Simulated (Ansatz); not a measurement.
## Cost of a DFT run on FeSi24C23

```yaml
crystal:
  lattice:
    - [6.19, 0.0, 0.0]
    - [-3.095, 5.3606972494, 0.0]
    - [0.0, 0.0, 15.17]
  atoms:
    - { symbol: Si, position: [0.0, 0.0, 0.125] }
    - { symbol: Si, position: [0.0, 0.5, 0.125] }
    - { symbol: Si, position: [0.5, 0.0, 0.125] }
    - { symbol: Si, position: [0.5, 0.5, 0.125] }
    - { symbol: Si, position: [0.0, 0.0, 0.625] }
    - { symbol: Si, position: [0.0, 0.5, 0.625] }
    - { symbol: Si, position: [0.5, 0.0, 0.625] }
    - { symbol: Si, position: [0.5, 0.5, 0.625] }
    - { symbol: Si, position: [0.1666666666, 0.3333333334, 0.2917] }
    - { symbol: Si, position: [0.1666666666, 0.8333333334, 0.2917] }
    - { symbol: Si, position: [0.6666666666, 0.3333333334, 0.2917] }
    - { symbol: Si, position: [0.6666666666, 0.8333333334, 0.2917] }
    - { symbol: Si, position: [0.3333333334, 0.1666666666, 0.7917] }
    - { symbol: Si, position: [0.3333333334, 0.6666666666, 0.7917] }
    - { symbol: Si, position: [0.8333333334, 0.1666666666, 0.7917] }
    - { symbol: Si, position: [0.8333333334, 0.6666666666, 0.7917] }
    - { symbol: Si, position: [0.1666666666, 0.3333333334, 0.9583] }
    - { symbol: Si, position: [0.1666666666, 0.8333333334, 0.9583] }
    - { symbol: Si, position: [0.6666666666, 0.3333333334, 0.9583] }
    - { symbol: Si, position: [0.6666666666, 0.8333333334, 0.9583] }
    - { symbol: Si, position: [0.3333333334, 0.1666666666, 0.4583] }
    - { symbol: Si, position: [0.3333333334, 0.6666666666, 0.4583] }
    - { symbol: Si, position: [0.8333333334, 0.1666666666, 0.4583] }
    - { symbol: Si, position: [0.8333333334, 0.6666666666, 0.4583] }
    - { symbol: C, position: [0.0, 0.0, 0.0] }
    - { symbol: C, position: [0.0, 0.5, 0.0] }
    - { symbol: C, position: [0.5, 0.0, 0.0] }
    - { symbol: C, position: [0.5, 0.5, 0.0] }
    - { symbol: C, position: [0.0, 0.0, 0.5] }
    - { symbol: C, position: [0.0, 0.5, 0.5] }
    - { symbol: C, position: [0.5, 0.0, 0.5] }
    - { symbol: C, position: [0.5, 0.5, 0.5] }
    - { symbol: Fe, position: [0.188289059, 0.3491620231, 0.1667], spin: 5.0 }
    - { symbol: C, position: [0.1666666666, 0.8333333334, 0.1667] }
    - { symbol: C, position: [0.6666666666, 0.3333333334, 0.1667] }
    - { symbol: C, position: [0.6666666666, 0.8333333334, 0.1667] }
    - { symbol: C, position: [0.3333333334, 0.1666666666, 0.6667] }
    - { symbol: C, position: [0.3333333334, 0.6666666666, 0.6667] }
    - { symbol: C, position: [0.8333333334, 0.1666666666, 0.6667] }
    - { symbol: C, position: [0.8333333334, 0.6666666666, 0.6667] }
    - { symbol: C, position: [0.1666666666, 0.3333333334, 0.8333] }
    - { symbol: C, position: [0.1666666666, 0.8333333334, 0.8333] }
    - { symbol: C, position: [0.6666666666, 0.3333333334, 0.8333] }
    - { symbol: C, position: [0.6666666666, 0.8333333334, 0.8333] }
    - { symbol: C, position: [0.3333333334, 0.1666666666, 0.3333] }
    - { symbol: C, position: [0.3333333334, 0.6666666666, 0.3333] }
    - { symbol: C, position: [0.8333333334, 0.1666666666, 0.3333] }
    - { symbol: C, position: [0.8333333334, 0.6666666666, 0.3333] }
magnetization:
  spin_polarized: true
total_charge: -1
kpoints:
  mp_grid: { grid: [4, 4, 2] }
scf:
  occupations: { method: fermi_dirac, width: 0.01 }
hamiltonian:
  xc: pbe
  pseudopotentials: { kind: paw }
output:
  forces: true
  stress: true
  populations: true
  efg: { quadrupole_moments_barn: { Fe: 0.16 }, contact_densities: true }
relax:
  f_tol: 0.03
  max_steps: 40
```

The quadrupole moment typed for Fe is that of the 14.4 keV Mössbauer state of ⁵⁷Fe; the ground state has I = 1/2 and no quadrupole moment.

```sh
ansatz run input.yaml --threads 4 --pin off --max-ram 10240MiB --backend cpu --events-out ev --progress --plain --runs-dir out
```

It runs on 4 threads of Arm Neoverse V1 (aarch64; 8 cores open to the job, memory cap 10.0 GiB, no GPU), a shared host with a load of 0.6 a core.

Task: How much time and memory should be set aside?

Result: About 12 min of wall time (49 min of CPU time) and 3.7 GiB. The run holds 205 valence electrons in 153 bands, about 9873 plane waves a k-point and 20 irreducible k-points, and took 57 SCF iterations, over 5 ionic steps. Times on a shared host vary by tens of per cent.
